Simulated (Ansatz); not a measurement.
Values for one crystal, relaxed and computed with plane-wave PAW PBEsol (Ansatz code); other levels are named.

| Quantity | Value |
|---|---|
| Volume per atom | 13.49 Å³ |
| Electronic character | metallic (no gap) |
| Elastic constants (relaxed ions, GPa) | C11 = 259, C12 = 90.2, C13 = 69.1, C14 = -0.7, C33 = 310, C44 = 94.4 |
| Density of states at the Fermi level | 0.27 states/eV per atom (mean over ±0.08 eV) |
| Zone-centre stability | no imaginary mode at Γ |
| Bulk modulus (Birch–Murnaghan fit) | 142 GPa |
| Mechanical stability | stable (all eigenvalues of C positive) |

### Question
Pick the material that matches.
A) Al3Ni2, La2O3 or Ni2Al3 type
B) ZnAg, CsCl type
C) TiFe, CsCl type
D) Ca2Bi, I4/mmm (Ca on 4c, Ca on 4e, Bi on 4e)

### Answer
A, Al3Ni2, La2O3 or Ni2Al3 type

Space group P-3m1 (La2O3 or Ni2Al3 type). The workflow started from a Materials Project entry (that database holds measured and hypothetical structures alike); the Crystallography Open Database copy checked does not list it. Whether it is the stable phase at ambient conditions was not checked. The PBEsol relaxation kept the symmetry of its start. No spin polarisation was allowed. As this level gives no gap, shear constants depend on the k-mesh and smearing (Fermi–Dirac, 0.1 eV here). On the denser mesh and wider smearing of the elastic run this cell carries a stress of 0.4 GPa.

Potentials: the later of the program's two PAW sets.
